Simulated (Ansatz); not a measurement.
A generated cell, not matched to a known phase here, of MgPd: P6₃/mmc (No. 194), hP4; a = b = 4.4471 Å, c = 5.1476 Å, α = β = 90.00°, γ = 120.00°; Mg 2c (0.333, 0.667, 0.250); Pd 2d (0.667, 0.333, 0.250). All values below come from r2SCAN (plane waves to 500 eV, PAW, scalar-relativistic; Ansatz, a first-principles code). Element references, the lowest calculated here: Pd (Fm-3m), Mg (P6₃/mmc).

### Question
Estimate the formation energy of this P6₃/mmc form of MgPd from the elements that r2SCAN returns for this input.

### Answer
-0.03 eV/atom.

A lower structure of this composition may exist.

Static energies, no anion corrections, no zero-point energy. Values are rounded to 0.01 eV/atom. Not shown to be the ambient phase of their composition (a lower form may be missing, and a cell relaxed within its start's symmetry can be a saddle point): MgPd (P6₃/mmc). The compounds carry no spin polarisation.
